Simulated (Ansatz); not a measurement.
Rb$_{2}$TeBr$_{6}$:
```
Rb2TeBr6
1.0
   -3.80839     3.80839     5.55170
    3.80839    -3.80839     5.55170
    3.80839     3.80839    -5.55170
Rb Te Br
2 1 6
Direct
  0.75000   0.25000   0.50000
  0.25000   0.75000   0.50000
  0.00000   0.00000   0.00000
  0.28368   0.78358   0.06726
  0.71632   0.21642   0.93274
  0.78358   0.71632   0.49989
  0.21642   0.28368   0.50011
  0.24527   0.24527   0.00000
  0.75473   0.75473   0.00000
```

DFT-r²SCAN in the program Ansatz with PAW potentials gives a gap of 2.26 eV without spin–orbit coupling, maximum at P, minimum at N.

**Question.** What happens when spin–orbit coupling is switched on?

**Answer.** The gap drops by 0.11 eV, to 2.15 eV; maximum at P, minimum at N.

**Question.** Give the electron effective mass with spin–orbit coupling.

**Answer.** 0.43, 0.49, 0.86 mₑ (principal values).

**Question.** Give the hole effective mass with spin–orbit coupling.

**Answer.** 1.2, 1.2, 19 mₑ (principal values).

Space group I4/m. The first step of the workflow began from a Materials Project structure, measured or hypothetical; the Crystallography Open Database copy checked does not list it. Whether it is the stable phase at ambient conditions was not checked. Symmetry was held in the r²SCAN relaxation; whether a distortion lowers the energy is not shown.

Potentials: the later of the program's two PAW sets.
